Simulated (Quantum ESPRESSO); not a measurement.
# Strain and stress in MgCa2ZnO4

The results below are calculated, not measured. They come from pw.x of Quantum ESPRESSO 7.5, a plane-wave density functional program, with PseudoDojo standard norm-conserving files (v0.5 for PBE, v0.4.1 for LDA and PBEsol). The cells are made up: elements, strain and atom displacements were drawn at random, and nothing was relaxed. There is no spin polarisation, spin-orbit coupling or dispersion term.

The cell has 8 sites of a rocksalt lattice. Sites 1 to 4 hold Mg Ca Ca Zn; sites 5 to 8 hold O O O O. Cell vectors in Å: (4.514, 0.027, -0.018); (0.027, 4.570, 0.024); (-0.018, 0.024, 4.684). Settings: PBE, cutoff 1143 eV, 4 x 4 x 4 k mesh shifted by half a step, Fermi-Dirac smearing of 0.025 eV.

Each run adds the same linear strain along x, y and z to one cell, with the atoms carried along; the vectors above are those of run 5. Stress is positive in tension and P is minus a third of its trace. E is the free energy for each atom above the lowest run shown.

```
run  strain (%)  s_xx (GPa)  s_yy (GPa)  s_zz (GPa)  s_xy (GPa)  P (GPa)  E (meV/atom)
  1       -2.10      -21.51      -12.57      -15.51        1.21    16.53         64.72
  2       -1.18      -16.18       -8.10      -11.01        1.18    11.77         36.15
  3       -0.96      -15.00       -7.11      -10.02        1.17    10.71         30.67
  4       -0.53      -12.78       -5.26       -8.16        1.15     8.73         21.34
  6        0.94       -6.05        0.31       -2.51        1.10     2.75          2.35
  7        1.96       -2.08        3.56        0.79        1.06    -0.76          0.00
  5       -0.11           ?           ?           ?           ?        ?             ?
```

A rerun of one of these cells at 1437 eV and k mesh 6 x 6 x 6 moved values by no more than 0.002 eV in the cell's energy, 0.04 GPa in stress and 0.007 eV/Å in force.

## Worked fit

A parabola through the six runs shown gives P = 6.42 - 4.21 e + 0.283 e² GPa, with e in per cent and a scatter of 0.03 GPa. A linear strain of 1 % changes the volume by about 3 %, so the bulk modulus of this cell with clamped atoms is about 140 ± 2 GPa at e = 0. The error is the larger of the fit's own and the change that a cubic makes, rounded up.

## Withheld run

Question: what P should run 5 give?

The fit gives 6.89 GPa. The calculation gave 6.90 GPa.

| run | strain (%) | s_xx (GPa) | s_yy (GPa) | s_zz (GPa) | s_xy (GPa) | P (GPa) | E (meV/atom) |
| --- | --- | --- | --- | --- | --- | --- | --- |
| 5 | -0.11 | -10.73 | -3.55 | -6.42 | 1.14 | 6.90 | 13.90 |